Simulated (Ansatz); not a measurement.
AlN (wurtzite)

```
AlN
1.0
    3.11382     0.00000     0.00000
   -1.55691     2.69665     0.00000
    0.00000     0.00000     4.98358
Al N
2 2
Direct
  0.33333   0.66667   0.99641
  0.66667   0.33333   0.49641
  0.33333   0.66667   0.37839
  0.66667   0.33333   0.87839
```

In this cell atom 2 (Al, nearest neighbour N at 1.892 Å; its periodic images, 3.1 Å or more away, move with it) is moved by s along Cartesian [111], unit vector (0.577, 0.577, 0.577); all other atoms and the cell stay fixed.

The numbers are results of PBEsol (plane waves to 420 eV, PAW, scalar-relativistic; Ansatz, an electronic-structure program), not measurements. k mesh 10×10×6 (Γ-centred), Fermi-Dirac smearing 0.05 eV. Energies are smeared free energies. AlN was relaxed with its symmetry unable to fall. The zero of ΔE is the undisplaced structure.

```json
[
 {"s (Å)": "-0.380", "ΔE (meV/cell)": "1229"},
 {"s (Å)": "-0.304", "ΔE (meV/cell)": "790"},
 {"s (Å)": "-0.228", "ΔE (meV/cell)": "446"},
 {"s (Å)": "-0.152", "ΔE (meV/cell)": "199"},
 {"s (Å)": "-0.076", "ΔE (meV/cell)": "50"},
 {"s (Å)": "0.000", "ΔE (meV/cell)": "0"},
 {"s (Å)": "0.076", "ΔE (meV/cell)": "withheld"},
 {"s (Å)": "0.152", "ΔE (meV/cell)": "199"},
 {"s (Å)": "0.228", "ΔE (meV/cell)": "446"},
 {"s (Å)": "0.304", "ΔE (meV/cell)": "788"},
 {"s (Å)": "0.380", "ΔE (meV/cell)": "1220"}
]
```

Problem. Fit a polynomial form (powers 2, 3, 4) to the given rows and predict ΔE at s = 0.076.

Solution. Least squares on the 10 given rows: ΔE = (8638)·s² + (-69.58)·s³ + (-1093)·s⁴, in meV/cell with s in Å; root-mean-square residual 0.7 meV/cell. At 0.076 the fit gives 50 meV/cell; the calculation gives 50 meV/cell, the same to the digits shown. The quadratic term alone would give 50 meV/cell.

(For displaced atoms, the force is minus the slope of the energy, and its curvature is a force constant, which sets phonon frequencies.)
